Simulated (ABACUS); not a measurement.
Input and output of a self-consistent single point for SrTiO3 (Pm-3m, 5 atoms in the cell; from Materials Project mp-5229, changed as shown) (ABACUS).

Computed with PBE, PseudoDojo 0.5 standard norm-conserving PBE (tails mended) pseudopotentials (plane waves; ABACUS).

The change in words: volume scaled by 1.01. Reference geometry (Pm-3m):
```xyz
5
Lattice="3.9127 0.0000 0.0000 0.0000 3.9127 0.0000 0.0000 0.0000 3.9127" Properties=species:S:1:pos:R:3 pbc="T T T"
Sr     0.0000     0.0000     0.0000
Ti     1.9564     1.9564     1.9564
O      1.9564     0.0000     1.9564
O      0.0000     1.9564     1.9564
O      1.9564     1.9564     0.0000
```

Reference input (self-consistent single point, DFT, PBE, plane waves, PseudoDojo 0.5 standard norm-conserving PBE (tails mended) pseudopotentials): KPT = Gamma 6 6 6 0 0 0; basis_type = pw; dft_functional = PBE; ecutwfc = 84 Ry; smearing_method = gaussian; smearing_sigma = 0.00367493 Ry; potentials = PseudoDojo 0.5 standard norm-conserving PBE (tails mended); symmetry = 1; symmetry_prec = 1e-05; ks_solver = dav_subspace; scf_nmax = 100; scf_thr = 1.0e-09 Ry. This run's input differs from it in these lines:

```diff
@@ -25,8 +25,8 @@
 LATTICE_CONSTANT
-7.393931
+7.418494
 
 LATTICE_VECTORS
-   1.0000000552    0.0000000000    0.0000000000
-   0.0000000000    1.0000000552    0.0000000000
-   0.0000000000    0.0000000000    1.0000000552
+   1.0000000092    0.0000000000    0.0000000000
+   0.0000000000    1.0000000092    0.0000000000
+   0.0000000000    0.0000000000    1.0000000092
```

The program printed (abridged):

```
 SELF-CONSISTENT
 -------------------------------------------
                                 init_chg = atomic

 PW ALGORITHM --------------- ION=   1  ELEC=   1--------------------------------

 Density error is 1.77304057194
                          Error Threshold = 0.01
 E_KohnSham     -286.1454907272      -3893.2091308955
 E_Fermi        0.7679301796         10.4482261089

 PW ALGORITHM --------------- ION=   1  ELEC=   2--------------------------------

 Density error is 24.0819903962
                          Error Threshold = 0.00443260142985
 E_KohnSham     -283.2825683916      -3854.2570742011
   [... lines left out ...]

 Density error is 1.13180295579e-09
                          Error Threshold = 3.1725809488e-11
 E_KohnSham     -287.0834377296      -3905.9705545513
 E_Fermi        0.7849746766         10.6801283876

 PW ALGORITHM --------------- ION=   1  ELEC=  13--------------------------------

 Density error is 5.0707246971e-13
                          Error Threshold = 2.82950738948e-12
 E_KohnSham     -287.0834377298      -3905.9705545539
 E_KS(sigma->0) -287.0834377298      -3905.9705545539
 E_entropy(-TS) -0.0000000000        -0.0000000000
 E_Fermi        0.7849752094         10.6801356364
 charge density convergence is achieved
 final etot is -3905.9705546 eV
 EFERMI = 10.680135636 eV

 STATE ENERGY(eV) AND OCCUPATIONS    NSPIN == 1
   [... 27 lines left out ...]

 TOTAL-FORCE (eV/Angstrom)
                       Sr1         0.0000000000         0.0000000000         0.0000000000
                       Ti1         0.0000000000         0.0000000000         0.0000000000
                        O1         0.0000000000         0.0000000000         0.0000000000
                        O2         0.0000000000         0.0000000000         0.0000000000
                        O3         0.0000000000         0.0000000000         0.0000000000

 TOTAL-STRESS (KBAR)
         9.7839011631        -0.0000000000        -0.0000000000
        -0.0000000000         9.7839011631         0.0000000000
         0.0000000000         0.0000000000         9.7839011631
 TOTAL-PRESSURE: 9.783901 KBAR

 --------------------------------------------
 !FINAL_ETOT_IS -3905.9705545539181912 eV
 --------------------------------------------
```

The run converged in 13 iterations. Against the reference run the free energy goes down by 1.4 meV/atom, the pressure goes from 2.76 to 0.98 GPa and the gap on the mesh goes from 1.896 to 1.877 eV.

The structure comes from a collection of computed structures, made at another level of theory; the collection holds predicted forms beside known ones.

Cost on one core: roughly 40 core-seconds.

“Tails mended”: in these copies of the files the far tail of each local potential was reset to the Coulomb form.
